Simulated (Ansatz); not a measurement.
GeRh:
```yaml
crystal:
  lattice:
    - [4.90387, 0.00000, 0.00000]
    - [0.00000, 4.90387, 0.00000]
    - [0.00000, 0.00000, 4.90387]
  atoms:
    - { symbol: Ge, position: [0.16615, 0.33385, 0.66615] }
    - { symbol: Ge, position: [0.33385, 0.66615, 0.16615] }
    - { symbol: Ge, position: [0.66615, 0.16615, 0.33385] }
    - { symbol: Ge, position: [0.83385, 0.83385, 0.83385] }
    - { symbol: Rh, position: [0.88230, 0.61770, 0.38230] }
    - { symbol: Rh, position: [0.61770, 0.38230, 0.88230] }
    - { symbol: Rh, position: [0.38230, 0.88230, 0.61770] }
    - { symbol: Rh, position: [0.11770, 0.11770, 0.11770] }
```

Relaxed with r²SCAN. Special points in fractions of this cell's reciprocal vectors: Γ (0.000, 0.000, 0.000); X (0.000, 0.500, 0.000); M (0.500, 0.500, 0.000); R (0.500, 0.500, 0.500); X1 (0.500, 0.000, 0.000).

Question: List the band energies nearest the Fermi level at these points for DFT-r²SCAN with spin–orbit coupling in the program Ansatz with PAW potentials.

Answer: In eV from the Fermi level; about four levels below and three above (degenerate sets whole), none deeper than 8.9 eV; points with the same levels are listed once.

```tsv
k	below	above
Γ	-0.21 -0.21 -0.21 -0.21	2.25 2.25 2.25 2.25
X	-0.82 -0.82 -0.69 -0.69	1.26 1.26 1.35 1.35
M	-1.63 -1.63 -1.63 -1.63	0.14 0.14 0.14 0.14
R	-0.34 -0.34 -0.34 -0.34 -0.34 -0.34	3.72 3.72 3.92 3.92 3.92 3.92 3.92 3.92
```

Space group P2_13. The workflow started from a Materials Project entry (that database holds measured and hypothetical structures alike); the Crystallography Open Database copy checked does not list it. COD files the formula under space group No. 62, so this cell is another polymorph or a model. Whether it is the stable phase at ambient conditions was not checked. Symmetry was held in the r²SCAN relaxation; its stability against distortions is not shown here. The run is not spin-polarised.

Potentials: the later of the program's two PAW sets.
